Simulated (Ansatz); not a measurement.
# BeGe6F3: start and end of a relaxation

Recipe of this trial structure of BeGe6F3: random cell by space group and Wyckoff sites (Im-3m, No. 229). Its size is a rough estimate.

start.cif

```cif
data_structure
_symmetry_space_group_name_H-M 'P 1'
_symmetry_Int_Tables_number 1
_cell_length_a 6.1927
_cell_length_b 6.1927
_cell_length_c 6.1927
_cell_angle_alpha 109.471
_cell_angle_beta 109.471
_cell_angle_gamma 109.471
_cell_volume 182.81
loop_
_atom_site_label
_atom_site_type_symbol
_atom_site_fract_x
_atom_site_fract_y
_atom_site_fract_z
_atom_site_occupancy
Be1 Be 0.00000 0.00000 0.00000 1
Ge1 Ge 0.00000 0.74804 0.74804 1
Ge2 Ge 0.00000 0.25196 0.25196 1
Ge3 Ge 0.74804 0.00000 0.74804 1
Ge4 Ge 0.25196 0.00000 0.25196 1
Ge5 Ge 0.74804 0.74804 0.00000 1
Ge6 Ge 0.25196 0.25196 0.00000 1
F1 F 0.00000 0.50000 0.50000 1
F2 F 0.50000 0.00000 0.50000 1
F3 F 0.50000 0.50000 0.00000 1
```

All numbers below come from DFT PBE, scalar-relativistic, plane waves, PAW (Ansatz 0.2.0). Cutoff 420 eV, Gaussian smearing, Γ-centred meshes. Cell and atoms relax first on a coarse mesh and then on a finer one. In between, the cell is made exact in the group found at 0.06 Å. In metals the finer mesh still leaves noise of several meV/atom or more. The steps can't lower the symmetry of their start. No spin polarisation.

end.cif

```cif
data_structure
_symmetry_space_group_name_H-M 'P 1'
_symmetry_Int_Tables_number 1
_cell_length_a 7.4507
_cell_length_b 7.4507
_cell_length_c 7.4507
_cell_angle_alpha 109.471
_cell_angle_beta 109.471
_cell_angle_gamma 109.471
_cell_volume 318.39
loop_
_atom_site_label
_atom_site_type_symbol
_atom_site_fract_x
_atom_site_fract_y
_atom_site_fract_z
_atom_site_occupancy
Be1 Be 0.00000 0.00000 0.00000 1
Ge1 Ge 0.00000 0.74732 0.74732 1
Ge2 Ge 0.00000 0.25268 0.25268 1
Ge3 Ge 0.74732 0.00000 0.74732 1
Ge4 Ge 0.25268 0.00000 0.25268 1
Ge5 Ge 0.74732 0.74732 0.00000 1
Ge6 Ge 0.25268 0.25268 0.00000 1
F1 F 0.00000 0.50000 0.50000 1
F2 F 0.50000 0.00000 0.50000 1
F3 F 0.50000 0.50000 0.00000 1
```

The symmetry stays Im-3m (No. 229). The volume per atom grows by 74.2 %, from 18.3 to 31.8 Å³. The shortest distance goes from 1.77 Å (Ge–F) to 2.13 Å (Ge–F). The energy falls by about 1.2 eV/atom (the start's value is from the coarse mesh).

| Property | Result |
| --- | --- |
| Volume per atom | 31.84 Å³ |
| Density | 2.62 g/cm³ |
| Energy over the elements | −0.02 eV/atom |
| Gap on the 6×6×6 mesh of the 10-atom cell | 0 eV (a metal) |

Energies over the elements count from the elements' standard structures at the same level (F₂ as a molecule), with no fitted energy shifts. The formation energy is too near zero to say whether this cell lies below the elements.

The last run used Gaussian smearing of 0.10 eV. The k mesh leaves some 4 meV/atom of noise in the energy of each metallic cell. An odd number of electrons in the primitive cell allows no gap without spin; a larger cell or a magnetic state could open one. A structure relaxed within its symmetry needn't be a true minimum. In all, the 3 runs took 7.7 min on 1 thread of AMD EPYC 7571, on a shared host.
